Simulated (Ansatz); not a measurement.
Values for one crystal, relaxed and computed with LDA (plane waves, PAW; program Ansatz); other levels are named.

- Volume per atom: 20.06 Å³
- Band gap: 1.42 eV (indirect)
- Hill bulk and shear moduli: 90.0 and 47.2 GPa
- Largest static χ(2) component: 43 pm/V
- Zone-centre stability: no imaginary mode at Γ
- Valence-band maximum: at Γ
- Electronic dielectric constant ε∞ (DFPT): 8.33

### Question
Which compound is it?
A. AlP, zinc blende
B. AlAs, zinc blende
C. BeTe, zinc blende
D. GaAs, zinc blende

### Answer
A, AlP, zinc blende

Space group F-43m (zinc blende). Symmetry was held in the LDA relaxation.

Potentials: the earlier of the program's two PAW sets. The files were generated under PBE; for other functionals the program regenerates the frozen cores, and for LDA and PBEsol the local potential too.
